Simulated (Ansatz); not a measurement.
Values for one crystal, relaxed and computed with plane-wave PAW PBE (Ansatz code); other levels are named.

```yaml
volume_per_atom: 13.55 Å³
electronic_character: metallic (no gap)
Bulk modulus (Birch–Murnaghan fit): 2030 kbar
Gap with spin–orbit coupling: none (metallic)
Density of states at the Fermi level: 0.83 states/eV per atom (mean over ±0.08 eV)
Formation energy from the elements (no fitted shifts): -61 kJ/mol of atoms
Pressure derivative B′: 4.4
```

Pick the material that matches.
A. Al2Au, MoSi2 or CaC2 type
B. AlPd, rock salt
C. AlRu, CsCl type
D. MoRu, L1₀ or tetragonal B2

C, AlRu, CsCl type

Space group Pm-3m (CsCl type). Symmetry was held in the PBE relaxation. No spin polarisation was allowed. The references are the lowest solids computed at this level, not always the standard phases. Spin–orbit coupling is left out wherever it is not named.

Potentials: the earlier of the program's two PAW sets.
